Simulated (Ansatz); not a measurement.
Here is an unrelaxed guess for BaCaBr₄.

```xyz
6
Lattice="0.0000 4.4659 4.4659 4.4659 0.0000 4.4659 4.4659 4.4659 0.0000" Properties=species:S:1:pos:R:3 pbc="T T T"
Ba    0.0000    0.0000    0.0000
Ca    6.6989    6.6989    6.6989
Br    3.3537    5.5781    5.5781
Br    3.3537    3.3537    3.3537
Br    5.5781    3.3537    5.5781
Br    5.5781    5.5781    3.3537
```

These are results of DFT PBE, scalar-relativistic, plane waves, PAW (Ansatz 0.2.0), not measurements. Settings: cutoff 420 eV, Γ-centred mesh 4×4×4 on the computed 6-atom cell, Gaussian smearing of 0.10 eV; no spin polarisation.

The zero of energy is the elements' standard structures at the same level; no fitted shifts are applied. The references include crystalline Br.

Question: Estimate its pressure, forces and energy as it stands.

Answer: The pressure is 4.4 GPa (it wants to expand), the largest force is 0.04 eV/Å, and the energy is −0.74 eV/atom against the elements. The shortest distance is 3.15 Å.

Question: Is it a good guess?

Answer: A fair one: relaxing gains under 0.1 eV/atom (the start's value is from the coarse mesh, so the gain is rough) in 7 ionic steps and ends at −0.79 eV/atom on the finer mesh. The symmetry stays F-43m (No. 216). The volume per atom grows by 14.7 %, from 29.7 to 34.0 Å³. The shortest distance goes from 3.15 Å (Br–Br) to 3.30 Å (Br–Br). Conventional cell: a = 9.349 Å. Around Ba lie 12 Br at 3.88 Å and 4 Ca at 4.05 Å; Ca is surrounded by 12 Br at 3.87 Å and 4 Ba at 4.05 Å; Br has 6 Br at 3.30–3.32 Å, 3 Ca at 3.87 Å and 3 Ba at 3.88 Å.

The last run used an 8×8×8 mesh for its 6-atom cell and Gaussian smearing of 0.10 eV. The cell is a metal run without spin; a magnetic state may lie lower. The reference form of Br is held partly by dispersion forces, which this level lacks. The relaxation can't lower the symmetry of the start, and the grade says only how near the guess is to its own end. A structure relaxed within its symmetry needn't be a true minimum.
